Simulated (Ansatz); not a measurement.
MgTi3N:
```yaml
crystal:
  lattice:
    - [4.17905, 0.00000, 0.00000]
    - [0.00000, 4.17905, 0.00000]
    - [0.00000, 0.00000, 4.17905]
  atoms:
    - { symbol: Mg, position: [0.00000, 0.00000, 0.00000] }
    - { symbol: Ti, position: [0.00000, 0.50000, 0.50000] }
    - { symbol: Ti, position: [0.50000, 0.00000, 0.50000] }
    - { symbol: Ti, position: [0.50000, 0.50000, 0.00000] }
    - { symbol: N, position: [0.50000, 0.50000, 0.50000] }
```

Relaxed with r²SCAN. Special points in fractions of this cell's reciprocal vectors: Γ (0.000, 0.000, 0.000); X (0.000, 0.500, 0.000); M (0.500, 0.500, 0.000); R (0.500, 0.500, 0.500).

**Question.** List the band energies nearest the Fermi level at these points for r²SCAN in the plane-wave PAW code Ansatz.

**Answer.** In eV from the Fermi level; about four levels below and three above (degenerate sets whole), none deeper than 8.9 eV; points with the same levels are listed once.

```
k                                below                above
-  -----------------------------------  -------------------
Γ        -1.78 -1.78 -1.52 -1.52 -1.52       1.48 1.48 1.48
X              -1.11 -1.11 -1.06 -0.51  0.79 0.81 1.63 1.63
M              -3.33 -2.12 -2.12 -1.02  0.15 0.15 0.41 0.41
R  -0.68 -0.68 -0.68 -0.12 -0.12 -0.12       0.50 0.50 0.50
```

Space group Pm-3m (anti-perovskite). The start of the workflow was typed in or built on a structure type; neither database checked (COD, Materials Project) lists it. Its standing as an ambient phase is unchecked. The cell was relaxed with r²SCAN under the symmetry of its start; whether a distortion lowers the energy is not shown. The workflow began spin-polarised and lost its moments.

Potentials: the earlier of the program's two PAW sets. The files were generated under PBE; for other functionals the program regenerates the frozen cores, and for LDA and PBEsol the local potential too.
